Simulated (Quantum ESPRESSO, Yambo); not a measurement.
At a photon energy of 10.38 eV, RPA with local fields on PBEsol bands shifted by a G0W0 scissor of 3.61 eV (Quantum ESPRESSO and Yambo; 3×3×2 mesh, 164 bands, 3 Ry local-field block, 0.2 eV broadening) gives ε = 2.32 + 1.04i for CsScS₂O₈ (space group P321, No. 150), field along x. Axes are Cartesian, with cell vectors (Å) (5.25, 0.00, 0.00), (-2.62, 4.54, 0.00), (0.00, 0.00, 8.87).

Q: Work out n, κ, the normal-incidence reflectivity, the absorption coefficient and the penetration depth.

A: 
|ε| = 2.54; n = √((|ε| + ε1)/2) = 1.56, κ = √((|ε| − ε1)/2) = 0.33. R = ((n − 1)² + κ²)/((n + 1)² + κ²) = 0.06. α = 2Eκ/(ħc) with ħc = 197.327 eV nm: 0.0351 per nm = 3.5 × 10⁵ per cm, a 1/e depth of 29 nm. The computed direct gap is 7.85 eV, and the energy scale of the real crystal may differ from it. Excitonic effects are left out, and values at one energy depend on mesh and broadening. The scissor comes from a G0W0 run whose convergence isn't established. Convergence of the RPA response with its 3×3×2 mesh was not tested.

Geometry of the Materials Project entry, not relaxed at this level; primitive cell a = b = 5.247 Å, c = 8.872 Å, α = β = 90.00°, γ = 120.00°.

The structure is a Materials Project entry; no match was found in the copy of COD used, and its stability was not checked.
